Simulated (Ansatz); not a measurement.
Os (fcc, Cu type)

```xyz
1
Lattice="0.0000 1.9012 1.9012 1.9012 0.0000 1.9012 1.9012 1.9012 0.0000" Properties=species:S:1:pos:R:3 pbc="T T T"
Os     0.0000     0.0000     0.0000
```

The slice is a {110} plane (indices of the conventional cell) through the point (0.000, 0.000, 0.000) (fractional), spanned by u = [100] and v = [1 -1 -1] in vectors of this cell: u (2.69 Å) and v (3.80 Å, at 90° to u). It covers one period; positions are fractions (u, v).

Calculation: LDA (plane waves to 420 eV, PAW, scalar-relativistic; Ansatz, a first-principles code). k mesh 21×21×21. Inside the PAW spheres the values are not all-electron values, and peaks at nuclei hang on which shells count as valence. Os is run without spin polarisation. Os was relaxed with its symmetry unable to fall. Spin-orbit coupling is left out, though Os is heavy. This is one of several known forms of Os; the measured ambient cells at hand have space group No. 194.

Task: What is the valence density on the shortest Os–Os line in this plane (2.69 Å), at its midpoint?

Result: 0.48 e/Å³.

Task: What is the ELF at the midpoint of the shortest Os–Os line in this plane (2.69 Å)?

Result: 0.39.

Task: Sketch the electron localisation function (ELF) on this plane as a map.

Result: 
```tsv
v \ u	0.00	0.10	0.20	0.30	0.40	0.50	0.60	0.70	0.80	0.90
0.96	x	x	0.68	0.46	0.29	0.38	0.29	0.46	0.68	x
0.86	0.70	0.67	0.51	0.28	0.28	0.36	0.28	0.28	0.51	0.67
0.75	0.33	0.30	0.27	0.31	0.36	0.37	0.36	0.31	0.27	0.30
0.64	0.24	0.27	0.33	0.37	0.37	0.36	0.37	0.37	0.33	0.27
0.54	0.19	0.22	0.28	0.34	0.37	0.38	0.37	0.34	0.28	0.22
0.43	0.21	0.23	0.29	0.34	0.37	0.38	0.37	0.35	0.29	0.23
0.32	0.24	0.26	0.32	0.37	0.37	0.36	0.37	0.37	0.32	0.26
0.21	0.49	0.43	0.30	0.26	0.33	0.37	0.33	0.26	0.30	0.42
0.11	x	x	0.61	0.34	0.28	0.37	0.28	0.34	0.61	x
0.00	x	x	0.69	0.48	0.30	0.39	0.30	0.48	0.69	x
```

Values: electron localisation function (ELF). Points within 0.5 Å of a nucleus are blanked (x), as the pseudised field means little there.
